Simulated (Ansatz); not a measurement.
GaP (zinc blende)

```xyz
2
Lattice="0.0000 2.7530 2.7530 2.7530 0.0000 2.7530 2.7530 2.7530 0.0000" Properties=species:S:1:pos:R:3 pbc="T T T"
P      4.1295     4.1295     4.1295
Ga     0.0000     0.0000     0.0000
```

Scan: atom 2 (Ga, nearest neighbour P at 2.384 Å; its periodic images, 3.9 Å or more away, move with it) is displaced along Cartesian x, direction (1.000, 0.000, 0.000) in Cartesian axes, by s. The other atoms stay.

Level of theory: PBE (plane waves to 420 eV, PAW, scalar-relativistic; Ansatz, an electronic-structure program). k mesh 8×8×8 (Γ-centred), Fermi-Dirac smearing 0.05 eV. Energies are smeared free energies. As the smearing reaches across the gap at some points, energies and forces of such displacements shift with the k mesh and the smearing. GaP was relaxed with its symmetry unable to fall. ΔE is measured from the undisplaced structure. The last digit holds for this mesh only.

| s (Å) | ΔE (meV/cell) |
|---|---|
| -0.480 | 977.2 |
| -0.384 | 648.6 |
| -0.288 | 375.1 |
| -0.192 | 170.0 |
| -0.096 | 43.0 |
| 0.000 | 0.0 |
| 0.096 | 43.0 |
| 0.192 | 170.0 |
| 0.288 | 375.1 |
| 0.384 | 648.6 |
| 0.480 | 977.2 |

Question: What force constant k = d²E/ds² at s = 0 does the table give?

Answer: 9.4 eV/Å². It is the second difference of the nearest points, corrected with the next pair.

Question: With k = 9.37 eV/Å² from the forces, is the well harmonic out to s = 0.480 Å?

Answer: ½ks² = 1079 meV/cell against the computed 977 meV/cell, so the well is softer than harmonic there.

(A displaced cell: forces are minus the slopes of the energy, force constants its curvatures, and phonons follow from these.)
